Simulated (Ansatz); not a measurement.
**ScIn₃, one cell by several methods**

```yaml
crystal:
  lattice:
    - [4.46000, 0.00000, 0.00000]
    - [0.00000, 4.46000, 0.00000]
    - [0.00000, 0.00000, 4.37080]
  atoms:
    - { symbol: Sc, position: [0.00000, 0.00000, 0.00000] }
    - { symbol: In, position: [0.00000, 0.50000, 0.50000] }
    - { symbol: In, position: [0.50000, 0.00000, 0.50000] }
    - { symbol: In, position: [0.50000, 0.50000, 0.00000] }
```

Atom numbers follow the list: Sc1, In2, In3, In4.

The geometry is COD entry 1539387, unchecked; take it as a test cell. The listed cell was then made from it by scaling, straining or moving an atom.

Spin–orbit coupling is left out, though it moves levels of the heavy atoms by tenths of an eV or more.

Levels of theory: DFT, PBEsol, PAW with Ansatz's default frozen-core files, scalar-relativistic (Ansatz 0.2.0); DFT, PBEsol, all-electron PAW with datasets made for the crystal, scalar-relativistic (Ansatz 0.2.0); DFT, PBEsol, all-electron LAPW, scalar-relativistic (Ansatz 0.2.0).

For PAW: a Γ-centred 8×8×8 k mesh, Fermi–Dirac smearing of 0.08 eV, cutoff 420 eV, no spin polarisation; the PAW files were made with PBE, and the program remakes their frozen cores for this functional. The crystal-made all-electron datasets (AE datasets) take a cutoff of 260 eV at this cell. LAPW targets a basis error of 1 meV/atom. The Ansatz runs share mesh, smearing and spin set-up. Plane-wave (PAW) pressures include the program's estimate of the Pulay term.

Stress and pressure are positive in compression.

Spin–orbit coupling is left out, which moves gradients at and beside heavy atoms by some per cent and at worst by a factor of two.

In a metal, gradients converge slowly with the k mesh: the values move by tens of per cent from one mesh to another, at times in sign, so only the comparison on one mesh counts.

```
                             quantity    PAW  AE datasets  LAPW
                       pressure (GPa)   1.08         1.09  1.09
                      stress xx (GPa)   0.66         0.67  0.67
                      stress zz (GPa)   1.92         1.93  1.93
field gradient Vzz at In2 (10²¹ V/m²)  10.67        10.73     –
field gradient Vzz at In4 (10²¹ V/m²)   9.59         9.66     –
```

PAW's pressure differs from the LAPW value by about 0.01 GPa or less. Datasets made for the crystal and LAPW share parts of one code, so their agreement isn't an independent check.
